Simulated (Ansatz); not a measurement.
Level of theory: Ansatz 0.2.0, DFT PBE, scalar-relativistic, plane waves, PAW. Settings: cutoff 420 eV, Γ-centred meshes spaced at most about 0.3 Å⁻¹, and about 0.25 Å⁻¹ or finer for metals (2π included), Gaussian smearing. No spin polarisation in the final relaxations.

All energies are static (0 K, no zero-point motion).

Two forms of Si3As2 were relaxed alike.

A.

Space group P-3m1 (No. 164). a = 3.604 Å, b = 3.604 Å, c = 7.922 Å, α = 90.00°, β = 90.00°, γ = 120.00°
| atom | site | symmetry | x | y | z |
| --- | --- | --- | --- | --- | --- |
| Si | 2d | 3m. | 0.3333 | 0.6667 | 0.5879 |
| Si | 1a | -3m. | 0.0000 | 0.0000 | 0.0000 |
| As | 2d | 3m. | 0.3333 | 0.6667 | 0.1907 |

B.

Space group R-3m:H (No. 166). a = 3.683 Å, b = 3.683 Å, c = 22.544 Å, α = 90.00°, β = 90.00°, γ = 120.00°
```json
{"atom": "Si", "site": "6c", "symmetry": "3m", "x": "0.0000", "y": "0.0000", "z": "0.8040"}
{"atom": "Si", "site": "3a", "symmetry": "-3m", "x": "0.0000", "y": "0.0000", "z": "0.0000"}
{"atom": "As", "site": "6c", "symmetry": "3m", "x": "0.6667", "y": "0.3333", "z": "0.9331"}
```

Question: Which would you expect to be lower, and how large is the difference?

Answer: B is lower, by 57 meV/atom. A has space group P-3m1 (No. 164), 17.8 Å³/atom and no gap on its mesh; B has the anti-tetradymite type, space group R-3m (No. 166), 17.7 Å³/atom and no gap. Counting As atoms around Si (those within 1.25 times the shortest such distance or 1.15 times the sum of covalent radii; a plus sign parts nearer from farther groups; the shortest distance is added where it is long for a bond; a slash parts the counts of unlike sites), A has Si 3+1 from 2.7 Å/6 and B has Si 3/6. A and B both hold Si–Si nets. Even the lower one lies +0.23 eV/atom against the reference forms of the elements (uncorrected), so neither is stable at this level. In A, around Si on a site of symmetry 3m lie 3 Si at 2.50 Å, 3 As at 2.72 Å and 1 As at 3.15 Å; Si on a site of symmetry -3m has 6 As at 2.57 Å; around As lie 6 Si at 2.57–2.72 Å. In B, Si on a site of symmetry 3m is surrounded by 3 Si at 2.51 Å and 3 As at 2.65 Å; around Si on a site of symmetry -3m lie 6 As at 2.61 Å; around As lie 6 Si at 2.61–2.65 Å. Both come from invented guesses. A third cell relaxed alike, in R-3m, lies 128 meV/atom below the lower of the two; the P-3m1 cell fell into it when its atoms were moved at random.

Cells relaxed within their symmetry can be saddle points.
